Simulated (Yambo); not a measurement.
```
K2NaScF6
1.0
    0.00000     4.30485     4.30485
    4.30485     0.00000     4.30485
    4.30485     4.30485     0.00000
F Na K Sc
6 1 2 1
Direct
  0.23583   0.23583   0.76417
  0.76417   0.76417   0.23583
  0.76417   0.23583   0.23583
  0.23583   0.76417   0.76417
  0.23583   0.76417   0.23583
  0.76417   0.23583   0.76417
  0.50000   0.50000   0.50000
  0.25000   0.25000   0.25000
  0.75000   0.75000   0.75000
  0.00000   0.00000   0.00000
```

Response from Yambo on norm-conserving LDA (Quantum ESPRESSO, 88 Ry, no spin-orbit coupling) bands: 4×4×4 mesh, 133 bands, 3 Ry local-field block, 0.2 eV broadening.

Problem. Give the static electronic dielectric constant without and with local fields.

Solution. 
```tsv
field along	ε(0), independent particles	ε(0), RPA with local fields	refractive index √ε
x	2.23	2.04	1.43
```
Electronic (clamped-ion) response only. LDA gaps are usually too small, which raises these values. Convergence of the RPA response with its 4×4×4 mesh was not tested.

Geometry of the Materials Project entry, not relaxed at this level.
